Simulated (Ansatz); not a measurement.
A plane-wave DFT run in Ansatz 0.2.0 (scalar-relativistic PAW potentials unless the input names others): input and command.

```yaml
crystal:
  lattice:
    - [0.0, 1.9288221311, 1.9288221311]
    - [1.9288221311, 0.0, 1.9288221311]
    - [1.9288221311, 1.9288221311, 0.0]
  atoms:
    - { symbol: Ir, position: [0.0, 0.0, 0.0] }
basis:
  ecutwfc: 420
kpoints:
  mp_grid: { grid: [20, 20, 20] }
hamiltonian:
  xc: lda
scf:
  occupations: { method: fermi_dirac, width: 0.05 }
output:
  forces: true
  eigenvalues: true
  stress: true
```

```bash
ansatz run input.yaml --threads 1 --pin off --max-ram 3072MiB --backend cpu --events-out ev --progress --plain --runs-dir out
```

Abridged log:
```
Pseudopotentials: kind: paw
Pseudopotential: Ir, paw, valence charge 17, recommended cutoff 420 eV (normal)
Functional definition: SPW92
Crystal: 1 atom, lattice volume = 14.352 Å³
Basis set: ecut = 420 eV, 283 PW (Γ)
Bands: 13, of which v1, the nominal top of the filled ones, is band 9 counted from 1 (8 counted from 0)
Symmetry: 48 space group operations
Space group: Fm-3m (ITA 225), of the structure as read, at distance tolerance 2.4e-5 Å
k-points: 256 of 8000
Initial density: superposition of atomic densities (neutral atoms: chi_scale 0, normalization atom), corrected by the library's trained network
Initial wavefunctions: pseudopotential atomic-orbital guess
Functional: x = slater, c = lda
SCF iter   1: F=—  HF=-11663.378316 eV  |F-HF|=—  |Δ(HF+E_count)|=         —  Δρ=5.80e-3  dr2=7.78e-4  ethr=1.77e-3  ⟨swp⟩=5.1  Hψ=17172  notcnv=0
SCF iter   2: F=—  HF=-11663.378398 eV  |F-HF|=—  |Δ(HF+E_count)|=   8.15e-5  Δρ=2.90e-3  dr2=1.83e-4  ethr=4.58e-6  ⟨swp⟩=1.9  Hψ=6153  notcnv=0
SCF iter   3: F=—  HF=-11663.378489 eV  |F-HF|=—  |Δ(HF+E_count)|=   9.10e-5  Δρ=2.61e-4  dr2=4.79e-6  ethr=1.07e-6  ⟨swp⟩=1.2  Hψ=3618  notcnv=0
SCF iter   4: F=—  HF=-11663.378484 eV  |F-HF|=—  |Δ(HF+E_count)|=   5.05e-6  Δρ=8.30e-5  dr2=4.13e-7  ethr=2.82e-8  ⟨swp⟩=2.2  Hψ=5208  notcnv=0
SCF iter   5: F=-11663.378483 eV  HF=-11663.378483 eV  |F-HF|=2.66e-8  |Δ(HF+E_count)|=   1.27e-7  Δρ=1.83e-5  dr2=3.51e-8  ethr=2.43e-9  ⟨swp⟩=2.1  Hψ=4339  notcnv=0
SCF iter   6: F=-11663.378483 eV  HF=-11663.378483 eV  |F-HF|=5.49e-9  |Δ(HF+E_count)|=   8.19e-9  Δρ=8.57e-6  dr2=7.43e-9  ethr=2.07e-10  ⟨swp⟩=2.0  Hψ=9969  notcnv=0
SCF 1 converged in 6 iterations: F = -11663.378483 eV  dr2 = 7.43e-9
SCF converged after 6 iterations
Free energy (F): -11663.378483 eV
Harris-Foulkes:  -11663.378483 eV  (|F-HF|=5.49e-9)
Internal energy: -11663.373043 eV  (E = F + TS)
E sigma→0 (E₀):  -11663.375763 eV
Entropy (-TS):   -0.005440 eV (-5.440 meV/atom)
Fermi energy:    24.956016 eV
--- Forces (eV/Å), atoms counted from 1 ---
  atom   1  Ir     0.00000000     0.00000000     0.00000000
--- Stress (GPa, compression-positive) ---
      -13.579968       0.000000       0.000000
        0.000000     -13.579968       0.000000
        0.000000       0.000000     -13.579968
  P = ⅓ Tr σ = -13.5800 GPa (-135.800 kbar)
```

Apart from outputs and empty bands, the input differs from a reference run on usual settings in scf.occupations.width: 0.15 → 0.05; hamiltonian.xc: "pbesol" → "lda". The reference, at the same geometry (not necessarily relaxed), gave pressure -7.22 GPa, largest force 0.000 eV/Å, no gap on the mesh. This run converged in 6 SCF iterations (reference: 6) with a total energy on another zero, pressure -13.58 GPa, largest force 0.000 eV/Å, no gap on the mesh.

The run took 1.4 s on 1 thread of Intel(R) Xeon(R) 6975P-C (Granite Rapids), with other jobs on the host, peak memory 0.34 GiB.